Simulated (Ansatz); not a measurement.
The end point of a relaxation of TiAl. Space group P4/mmm (No. 123), AFLOW prototype AB_tP2_123_a_d (L1_0, as in CuAu). These are r2SCAN (plane waves to 500 eV, PAW, scalar-relativistic; Ansatz, an electronic-structure program) values and carry that method's errors.

```cif
data_AlTi
_chemical_formula_sum 'Al1 Ti1'
_space_group_name_H-M_alt 'P4/mmm'
_space_group_IT_number 123
_space_group_name_Hall '-P 4 2'
_cell_length_a 2.81311
_cell_length_b 2.81311
_cell_length_c 4.05819
_cell_angle_alpha 90.000
_cell_angle_beta 90.000
_cell_angle_gamma 90.000
loop_
_atom_site_label
_atom_site_type_symbol
_atom_site_symmetry_multiplicity
_atom_site_Wyckoff_symbol
_atom_site_fract_x
_atom_site_fract_y
_atom_site_fract_z
_atom_site_occupancy
Al1 Al 1 a 0.00000 0.00000 0.00000 1
Ti1 Ti 1 d 0.50000 0.50000 0.50000 1
```

```yaml
volume_per_atom: 16.06 Å³
band_gap: no gap (metallic)
shortest_distances: Al–Al 2.81 Å; Ti–Ti 2.81 Å; Al–Ti 2.84 Å
k-mesh: 16×16×12
```

Band energies at high-symmetry points (eV from the Fermi level; labels of this space group; no spin-orbit coupling), from −5 eV up to 3.4 eV:

```json
[
 {"point": "Γ", "energies": "-1.98 -0.97 -0.49 2.39 2.39"},
 {"point": "X", "energies": "-4.89 -4.82 -1.79 -0.26 2.07 2.77"},
 {"point": "M", "energies": "-3.28 -0.57 -0.57 -0.41 -0.17 -0.17"},
 {"point": "Z", "energies": "-0.78 0.79 2.02 2.02"},
 {"point": "R", "energies": "-3.27 -1.37 -1.30 1.59 2.13 2.53"},
 {"point": "A", "energies": "-2.60 -2.40 -2.40 2.19 2.40 2.69"}
]
```

No spin polarisation in the result.

The run could not lose the symmetry of its start.

The first start was generated by a random draw of sites in a space group. A measured structure of TiAl has the same space group, P4/mmm (No. 123); the sites were not compared with it.
